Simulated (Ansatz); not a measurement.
## Fields on a plane of Ca(CdAs)2 (space group P-3m1)

```yaml
crystal:
  lattice:
    - [4.40788, 0.00000, 0.00000]
    - [-2.20394, 3.81733, 0.00000]
    - [0.00000, 0.00000, 7.19731]
  atoms:
    - { symbol: Ca, position: [0.00000, 0.00000, 0.00000] }
    - { symbol: Cd, position: [0.33333, 0.66667, 0.63374] }
    - { symbol: Cd, position: [0.66667, 0.33333, 0.36626] }
    - { symbol: As, position: [0.33333, 0.66667, 0.23753] }
    - { symbol: As, position: [0.66667, 0.33333, 0.76247] }
```

The slice is a (1 -1 0 0) plane (indices of the conventional cell) through the point (0.667, 0.333, 0.366) (fractional), spanned by u = [110] and v = [001] in vectors of this cell: u (4.41 Å) and v (7.20 Å, at 90° to u). It covers one period; positions are fractions (u, v).

Atoms on it: Cd at (0.00, 0.00); As at (0.00, 0.40).

Computed with r2SCAN (plane waves to 500 eV, PAW, scalar-relativistic; Ansatz, a quantum-chemistry and plane-wave program). k mesh 9×9×5. Inside the PAW spheres the values are not all-electron values, and peaks at nuclei hang on which shells count as valence. Ca(CdAs)2 was relaxed with its symmetry unable to fall.

```tsv
v \ u	0.00	0.10	0.20	0.30	0.40	0.50	0.60	0.70	0.80	0.90
0.88	x	<-2.0	1.5	4.4	3.8	3.0	3.8	4.4	1.5	<-2.0
0.75	5.7	5.8	5.6	4.7	3.4	2.7	3.4	4.7	5.6	5.8
0.62	6.2	6.1	5.3	3.5	1.2	0.1	1.2	3.5	5.3	6.1
0.50	x	x	0.9	4.4	4.1	3.5	4.1	4.4	0.9	x
0.38	x	x	x	3.4	4.5	4.1	4.5	3.4	x	x
0.25	<-2.0	0.1	3.9	4.6	2.9	1.8	2.9	4.6	3.9	0.1
0.12	x	<-2.0	1.3	4.4	5.1	5.1	5.1	4.4	1.3	<-2.0
0.00	x	x	x	2.5	5.5	5.8	5.5	2.5	x	x
```

Values: electrostatic potential energy of an electron, from the cell's mean, in eV. Points within 1 Å of a nucleus are blanked (x), as the pseudised field means little there. Values under -2 eV are set to -2. The zero, the cell's mean, hangs on the PAW cores.

| v \ u | 0.00 | 0.15 | 0.30 | 0.45 | 0.60 | 0.75 | 0.90 |
|---|---|---|---|---|---|---|---|
| 0.94 | x | 0.37 | 0.26 | 0.60 | 0.56 | 0.16 | 0.49 |
| 0.84 | 0.21 | 0.16 | 0.48 | 0.70 | 0.67 | 0.31 | 0.17 |
| 0.75 | 0.08 | 0.10 | 0.29 | 0.35 | 0.35 | 0.22 | 0.09 |
| 0.66 | 0.23 | 0.12 | 0.04 | 0.04 | 0.03 | 0.05 | 0.17 |
| 0.56 | 0.76 | 0.73 | 0.20 | 0.02 | 0.03 | 0.46 | 0.76 |
| 0.47 | 0.43 | 0.69 | 0.67 | 0.12 | 0.24 | 0.74 | 0.61 |
| 0.38 | x | 0.56 | 0.63 | 0.18 | 0.26 | 0.69 | x |
| 0.28 | 0.60 | 0.65 | 0.37 | 0.16 | 0.16 | 0.56 | 0.63 |
| 0.19 | 0.26 | 0.28 | 0.18 | 0.15 | 0.14 | 0.23 | 0.27 |
| 0.09 | 0.46 | 0.27 | 0.14 | 0.15 | 0.15 | 0.15 | 0.37 |
| 0.00 | x | 0.47 | 0.17 | 0.43 | 0.38 | 0.17 | x |

Values: electron localisation function (ELF). Points within 0.5 Å of a nucleus are blanked (x), as the pseudised field means little there.

The density on the Cd–As line (2.85 Å) at its density minimum, 1.4 Å from Cd is 0.26 e/Å³. The ELF at that point comes out as 0.26. ELF maximum in the middle third of the Cd–As line: 0.64, 1.8 Å from Cd.
